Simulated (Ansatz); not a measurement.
Ca$_{3}$SbN:
```
Ca3SbN
1.0
    4.80312     0.00000     0.00000
    0.00000     4.80312     0.00000
    0.00000     0.00000     4.80312
Ca Sb N
3 1 1
Direct
  0.00000   0.50000   0.50000
  0.50000   0.00000   0.50000
  0.50000   0.50000   0.00000
  0.00000   0.00000   0.00000
  0.50000   0.50000   0.50000
```

Relaxed with PBEsol. Special points in fractions of this cell's reciprocal vectors: Γ (0.000, 0.000, 0.000); X (0.000, 0.500, 0.000); M (0.500, 0.500, 0.000); R (0.500, 0.500, 0.500).

**Question.** List the band energies nearest the valence-band maximum at these points for PBEsol with spin–orbit coupling (plane waves, PAW; program Ansatz).

**Answer.** In eV from the valence-band maximum; about four levels below and three above (degenerate sets whole), none deeper than 8.9 eV; points with the same levels are listed once.

| k | below | above |
|---|---|---|
| Γ | 0.00 0.00 0.00 0.00 | 0.22 0.22 0.22 0.22 |
| X | -1.28 -1.28 -1.27 -1.27 | 1.30 1.30 1.99 1.99 |
| M | -1.55 -1.55 -1.53 -1.53 | 2.06 2.06 2.64 2.64 2.64 2.64 |
| R | -2.09 -2.09 -2.09 -2.09 | 1.93 1.93 1.93 1.93 1.93 1.93 |

Space group Pm-3m (anti-perovskite). The workflow started from a Materials Project entry (that database holds measured and hypothetical structures alike); the Crystallography Open Database copy checked does not list it. Whether it is the stable phase at ambient conditions was not checked. The cell was relaxed with PBEsol under the symmetry of its start; its stability against distortions is not shown here.

Potentials: the later of the program's two PAW sets.
